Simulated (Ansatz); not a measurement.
Input file for Ansatz (a quantum-chemistry and plane-wave program):

Ansatz 0.2 input:
```yaml
crystal:
  lattice:
    - [0.0, 3.0973674673, 3.0973674673]
    - [3.0973674673, 0.0, 3.0973674673]
    - [3.0973674673, 3.0973674673, 0.0]
  atoms:
    - { symbol: Ba, position: [0.0, 0.0, 0.0] }
    - { symbol: F, position: [0.25, 0.25, 0.25] }
    - { symbol: F, position: [0.75, 0.75, 0.75] }
kpoints:
  mp_grid: { grid: [8, 8, 8] }
hamiltonian:
  xc: r2scan
  pseudopotentials: { kind: paw }
scf:
  occupations: { method: fixed }
checkpoint: { read: static.run }
output: { write_density: true, elf: true, volumetric_format: npy }
basis: { fft_grid_basis: typed }
```

Output (shortened):

```
Pseudopotential: Ba, paw, valence charge 10
Pseudopotential: F, paw, valence charge 7
Functional definition: r2SCAN
Crystal: 3 atoms, lattice volume = 59.430 Å³
Basis set: ecut = 500 eV, 1459 PW (Γ), exchange–correlation on 128×128×128 points (64 copies of the dense FFT grid, shifted against one another)
Bands: 16, of which v1, the nominal top of the filled ones, is band 12 counted from 1 (11 counted from 0)
Symmetry: 48 space group operations
Space group: Fm-3m (ITA 225), of the structure as read, at distance tolerance 3.9e-5 Å
k-points: 29 of 512
Stability of the state it starts from, as read at its close in the unpolarized treatment …
iter 1 solved again at ethr=4.77e-7 eV; its pass at ethr=3.10e-3 eV (dr2=1.14e-4 eV) is discarded
SCF iter   1: F=—  HF=-7590.721747 eV  |F-HF|=—  |Δ(HF+E_count)|=         —  Δρ=1.75e-6  dr2=1.29e-9  dr2_τ=1.03e-10  ethr=4.77e-7  ⟨swp⟩=2.6  Hψ=3559  notcnv=0  defer=53
preconditioner: auto → none
SCF iter   2: F=—  HF=-7590.721747 eV  |F-HF|=—  |Δ(HF+E_count)|=   5.42e-7  Δρ=2.74e-6  dr2=2.97e-9  dr2_τ=2.88e-10  ethr=5.36e-12  ⟨swp⟩=8.7  Hψ=3249  notcnv=0
SCF iter   3: F=-7590.721747 eV  HF=-7590.721747 eV  |F-HF|=4.27e-10  |Δ(HF+E_count)|=  7.15e-10  Δρ=1.09e-6  dr2=4.98e-10  dr2_τ=3.94e-11  ethr=5.36e-12  ⟨swp⟩=1.0  Hψ=1217  notcnv=0
SCF 1 converged in 3 iterations: F = -7590.721747 eV  dr2 = 4.98e-10
SCF converged after 3 iterations
Free energy (F): -7590.721747 eV
Harris-Foulkes:  -7590.721747 eV  (|F-HF|=4.27e-10)
Internal energy: -7590.721747 eV  (E = F + TS)
E sigma→0 (E₀):  -7590.721747 eV
Fermi energy:    2.633465 eV
--- Per-component energies (eV) ---
  E_band       = -119.446714
  E_kinetic    = 587.069290
  E_local      = -1551.671821  (includes V_loc(G=0)·N_el)
  E_nonlocal   = 201.013474
  E_hartree    = 588.312316
  E_xc         = -317.995563
  E_vxc        = -383.568736  (∫ρ·V_xc dr)
  E_paw        = -5657.271927  (= ΣΔE_a)
  E_vpaw       = -173.606381  (= ΣTr[D̂ρ^β])
  E_aug_tail   = 0.002085  (compensation charges beyond the density's cutoff)
  E_vtau       = 24.689827  (kinetic-family band-sum trace: ∫τ·v_τ [+ j·A + Jᵃ·Aᵃ] dr)
  E_ewald      = -1440.187232
  E_core_change = 0.007633  (= ΣΔE_core)
  E_smearing   =  0.000000  (= −TS)
  E_closure    = 0.000000  (closes the sum)
  Σ components = -7590.721747   (vs F -7590.721747, Δ=0.00e0)
  [band-id]    e_kinetic+e_local+e_nonlocal+2·e_hartree+e_vxc+e_vpaw+e_augmentation_tail+e_vtau = -119.447631   (vs E_band -119.446714, Δ=-9.17e-4)
--- Band table (eV; the first three rows and the last of 29) ---
  k-point 0: bands = ["-20.8936", "-17.4611", "-17.2979", "-5.2472", "-5.2472", "-5.2472", "1.1639", "1.1639", "1.1639", "2.5314", "2.5314", "2.5314", "10.0466", "12.6208", "12.6208", "14.9755"]
  k-point 1: bands = ["-20.8567", "-17.4749", "-17.3427", "-5.2777", "-5.2726", "-5.2726", "1.2287", "1.2287", "1.3241", "2.4314", "2.5133", "2.5133", "10.3890", "12.5950", "12.5950", "14.7647"]
  k-point 2: bands = ["-20.7629", "-17.5278", "-17.4363", "-5.3443", "-5.3321", "-5.3321", "1.3781", "1.3781", "1.7106", "2.2262", "2.4781", "2.4781", "11.1698", "12.5595", "12.5595", "14.2499"]
  k-point 28: bands = ["-20.5147", "-17.6678", "-17.6678", "-5.6711", "-5.3715", "-5.3715", "1.4381", "2.0500", "2.2894", "2.2894", "2.3291", "2.4092", "10.6566", "13.1665", "13.4288", "13.4288"]
```

Cost: around 5 core-seconds (rough) on shared cores.

The r²SCAN relaxation kept the symmetry of its start. Spin–orbit coupling is left out wherever it is not named.

Potentials: the later of the program's two PAW sets.

Ansatz is a plane-wave DFT program.
